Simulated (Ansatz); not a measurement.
BN:
Space group P6₃/mmc (No. 194); a = b = 2.500 Å, c = 4.022 Å, α = β = 90.00°, γ = 120.00°

| atom | site | symmetry | x | y | z |
|---|---|---|---|---|---|
| B | 2a | -3m. | 0.0000 | 0.0000 | 0.0000 |
| N | 2c | -6m2 | 0.3333 | 0.6667 | 0.2500 |

Relaxed with PBE.

Decompose the optical modes at the zone centre into irreducible representations, and say which are infrared and Raman allowed.

Point group 6/mmm: Γ_opt = A2u + B1g + B2u + E1u + E2g + E2u. Infrared: A2u, E1u. Raman: E2g.

Assign frequencies (DFPT, PBE in the plane-wave PAW code Ansatz; without the LO–TO term).

A2u 754i, E2u 532i, E1u 124i, E2g 586, B1g 873, B2u 1098 cm⁻¹.

Subscripts of B labels follow the axes of the standard setting.

Space group P6_3/mmc (NiAs type). The cell is a constructed one: a structure type filled with these elements. Its sites differ from those of the usual phase in this space group: another stacking or structure type. The cell was relaxed with PBE under the symmetry of its start. At this level the phase is dynamically unstable (imaginary phonons). Its formation energy is positive at this level, so the cell may be metastable or incomplete.

Potentials: the later of the program's two PAW sets.
